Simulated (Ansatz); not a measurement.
Rh (diamond, Fd-3m) under volume change, PBEsol (plane waves, PAW; program Ansatz), scaled uniformly.

```
V (Å³/atom)  E − E(relaxed) (meV/atom)  P (GPa)
-----------  -------------------------  -------
18.239                            92.3    17.98
18.840                            38.5    10.90
19.442                               ?        ?
20.043                             0.0     0.00
20.644                               ?        ?
21.245                            30.2    -7.57
21.847                            64.1   -10.42
```

**Question.** What belongs in the gaps?

**Answer.** 
- 20.644, E − E(relaxed) (meV/atom): 8.0
- 20.644, P (GPa): -4.13
- 19.442, E − E(relaxed) (meV/atom): 9.0
- 19.442, P (GPa): 4.96

**Question.** What does a third-order Birch–Murnaghan fit give for V₀, B₀ and B′?

**Answer.** V₀ = 20.04 Å³/atom, B₀ = 150 GPa, B′ = 5.0.

The start of the workflow was typed in or built on a structure type; neither database checked (COD, Materials Project) lists it. It is not the phase usual at ambient conditions (space group No. 225). The cell was relaxed with PBEsol under the symmetry of its start. At this level the phase is mechanically unstable. The workflow began spin-polarised and lost its moments. Scalar-relativistic: spin–orbit coupling is off unless named, which matters more the heavier the elements.

Potentials: the later of the program's two PAW sets.
